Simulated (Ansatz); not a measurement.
The relaxed structure here is a generated cell of Al: the first start was made by a random draw of sites in a space group, and the end was not matched to a known phase here, so it may be hypothetical. Known forms of Al include space group No. 225.

A relaxed structure of Al. Space group Im-3m (No. 229). The numbers are results of r2SCAN (plane waves to 500 eV, PAW, scalar-relativistic; Ansatz, a quantum-chemistry and plane-wave program), not measurements.

```cif
data_Al3
_chemical_formula_sum 'Al3'
_space_group_name_H-M_alt 'P 1'
_space_group_IT_number 1
_cell_length_a 4.47802
_cell_length_b 4.47802
_cell_length_c 4.47802
_cell_angle_alpha 109.471
_cell_angle_beta 109.471
_cell_angle_gamma 109.471
loop_
_space_group_symop_operation_xyz
  'x, y, z'
loop_
_atom_site_label
_atom_site_type_symbol
_atom_site_fract_x
_atom_site_fract_y
_atom_site_fract_z
_atom_site_occupancy
Al1 Al 0.00000 0.50000 0.50000 1
Al2 Al 0.50000 0.00000 0.50000 1
Al3 Al 0.50000 0.50000 0.00000 1
```

```yaml
volume_per_atom: 23.04 Å³
density: 1.94 g/cm³
band_gap: no gap (metallic)
shortest_distances: Al–Al 2.59 Å
k-mesh: 13×13×13
```

Band energies at high-symmetry points (eV from the Fermi level; labels of this space group; no spin-orbit coupling), from −5 eV up to 2.7 eV:

```
point                     energies
-----  ---------------------------
Γ      -0.56 -0.56 -0.56 1.30 1.30
H          -3.64 -3.64 -3.64 -0.69
N            -1.89 -1.87 0.09 0.40
P                            -2.82
```

No spin polarisation in the result.

The run could not lose the symmetry of its start, so the end can be a saddle point.
